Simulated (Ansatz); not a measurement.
## Mo: energy along a strain

Mo, P6/mmm, a = 2.736 Å, c = 2.555 Å (as given, not relaxed at this level: -3.7 GPa). This isn't the element's structure at ambient conditions. Ansatz: PBEsol, PAW, 420 eV, Γ-centred 18×18×18 mesh on 1 atom, Gaussian smearing 0.15 eV; no spin polarisation. Cell vectors (Å): 2.736 0.000 0.000; -1.368 2.369 0.000; 0.000 0.000 2.555. The cell is strained by x per cent times the pattern (0 1 0 0 0 0) in the order xx yy zz yz xz xy (engineering shears), with fractional coordinates held. y is the free energy over the start, V0 = 16.559 Å³/atom. Points with a strain past 8.5 % were computed too (3) and aren't used here.

```
x (%) y (meV/atom)
-7.50             ?
-5.00         29.31
-2.50          4.54
 0.00          0.00
 2.50          9.88
 5.00         32.18
 7.50         66.29
```

**Question.** Fit y = c1 x + c2 x² + c3 x³ to the other rows, get the stiffness along the pattern, and predict the missing energy.

**Answer.** Least squares on the rows shown. y = 1.0228 x + 1.2341 x² − 0.026097 x³. The clamped-ion stiffness p·C·p = 2 × 12.34 eV × 160.2 / 16.559 Å³ = 239 GPa, which is C22 in these axes (second derivative at the start, which stands under stress). With a term in x⁴ added, the coefficient of x² becomes 1.154, 6 % less, which shows how far this figure hangs on the form. At x = -7.50 the fit asked for gives 72.76 meV/atom. The run gave 78.87 meV/atom, so the fit is 6.11 meV/atom too low, 7.7 % of the span of the series, against an rms of 0.54 meV/atom on the fitted rows. The row lies outside the fitted range. With a term in x⁴ added, a fit to the same known rows predicts 82.18 meV/atom, a smaller miss on the other side.